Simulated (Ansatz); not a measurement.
Consider the following.

Cu₃Sb:
```
Cu3Sb
1.0
    4.53348     0.00000     0.00000
   -2.26674     3.92611     0.00000
    0.00000     0.00000     4.94561
Sb Cu
1 3
Direct
  0.00000   0.00000   0.00000
  0.00000   0.00000   0.50000
  0.33333   0.66667   0.00000
  0.66667   0.33333   0.00000
```

This is the PBE-relaxed structure.

### Question
All from plane-wave PAW PBE (Ansatz code), unless another level is named. Predict the electronic character.

### Answer
metallic (no gap).

### Question
Predict the formation energy from the elements (no fitted shifts).

### Answer
0.42 eV/atom.

### Question
Predict the density of states at the Fermi level.

### Answer
0.14 states/eV per atom (mean over ±0.08 eV).

Space group P6/mmm. The start of the workflow was typed in or built on a structure type; neither database checked (COD, Materials Project) lists it. Whether it is the stable phase at ambient conditions was not checked. Symmetry was held in the PBE relaxation; whether a distortion lowers the energy is not shown. No spin polarisation was allowed. Its formation energy is positive at this level, so the cell may be metastable or incomplete. The references are the lowest solids computed at this level, not always the standard phases. Scalar-relativistic: spin–orbit coupling is off unless named, which matters more the heavier the elements.

Potentials: the earlier of the program's two PAW sets.
